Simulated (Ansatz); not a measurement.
MoS2 (3R-MoS2 type, space group R3m)

```xyz
3
Lattice="1.5766 0.9102 5.9971 -1.5766 0.9102 5.9971 0.0000 -1.8204 5.9971" Properties=species:S:1:pos:R:3 pbc="T T T"
Mo     0.0000     0.0000     0.0003
S      0.0000     0.0000    13.5573
S      0.0000     0.0000    10.4302
```

The relaxed cell is deformed in two ways at once: its volume V is scaled, and at that volume it is stretched along z (the c axis of the conventional cell) so that c/a changes. Fractional atomic positions are held.

All values below come from PBE-D3(BJ) (plane waves to 420 eV, PAW, scalar-relativistic; Ansatz, an electronic-structure program). k mesh 12×12×12 (Γ-centred), Fermi-Dirac smearing 0.05 eV. Energies are smeared free energies. As the atoms are clamped, bonds stretch with the cell, which overstates energies and stresses. As the smearing reaches across the gap at some points, the response to shear is sensitive to the k mesh, so small differences along c/a are uncertain. MoS2 is run without spin polarisation. MoS2 was relaxed with its symmetry unable to fall. This is one of several known forms of MoS2; the measured ambient cells at hand have space group No. 194. ΔE is measured from the relaxed starting cell.

| ΔE (meV/atom) | V/V₀ = 0.920 | V/V₀ = 0.947 | V/V₀ = 0.973 | V/V₀ = 1.000 | V/V₀ = 1.027 | V/V₀ = 1.053 | V/V₀ = 1.080 |
|---|---|---|---|---|---|---|---|
| (c/a)/(c/a)₀ = 0.880 | 178 | 137 | 112 | 101 | 102 | 114 | 135 |
| (c/a)/(c/a)₀ = 0.920 | 117 | 77 | 54 | 44 | 47 | 60 | 83 |
| (c/a)/(c/a)₀ = 0.960 | 78 | ? | 19 | 11 | ? | 30 | 54 |
| (c/a)/(c/a)₀ = 1.000 | 63 | 26 | 6 | 0 | 6 | 22 | 47 |
| (c/a)/(c/a)₀ = 1.040 | 69 | 34 | ? | 10 | ? | 34 | 60 |
| (c/a)/(c/a)₀ = 1.080 | 95 | 61 | 44 | ? | 47 | 65 | 92 |
| (c/a)/(c/a)₀ = 1.120 | 139 | 107 | 90 | 87 | 95 | 114 | 141 |

Q: Some entries are withheld; supply them.

A: 
- (c/a)/(c/a)₀ = 0.960, V/V₀ = 0.947: 40
- (c/a)/(c/a)₀ = 0.960, V/V₀ = 1.027: 15
- (c/a)/(c/a)₀ = 1.040, V/V₀ = 0.973: 15
- (c/a)/(c/a)₀ = 1.040, V/V₀ = 1.027: 17
- (c/a)/(c/a)₀ = 1.080, V/V₀ = 1.000: 40

(A scan under strain: stresses follow from slopes of the energy per volume, elastic moduli from its curvatures.)
